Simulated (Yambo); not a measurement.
G0W0@PBEsol for a free-standing AgI monolayer (symmetry P4/nmm, slab cell 16.7 Å high) in Yambo. Reference settings: 4×4×1 Γ-centred k mesh, bands 9 to 166 and a 6 Ry block in the screening, 166 bands in G with the Bruneval-Gonze terminator, plasmon pole fitted at 27.2 eV, slab-truncated Coulomb interaction, stochastic integration of W near q = 0. The PBEsol gap Γ → Γ on this mesh is 2.07 eV; G0W0 gaps are taken between the same points.

The settings were changed. The gap went from 4.04 eV to 4.18 eV, and the shift of the valence edge from -1.02 eV to -0.80 eV.

Task: Which change was made?
A) 68 bands in W, 68 bands in G
B) 3 Ry block
C) 110 bands in G, no terminator
D) pole fitted at 15 eV

Result: A, 68 bands in W, 68 bands in G. The others gave (gap, valence shift): pole fitted at 15 eV: 4.03, -0.97 eV; 110 bands in G, no terminator: 3.99, -0.69 eV; 3 Ry block: 3.99, -0.93 eV.

Spin-orbit coupling is not included.

Geometry relaxed with PBEsol; primitive cell a = 4.324 Å, b = 4.324 Å, c = 16.700 Å, α = 90.00°, β = 90.00°, γ = 90.00°.

This is a model layer cut from the bulk structure; whether it is stable on its own was not checked.

A shift is the quasiparticle energy of the state minus its PBEsol energy.
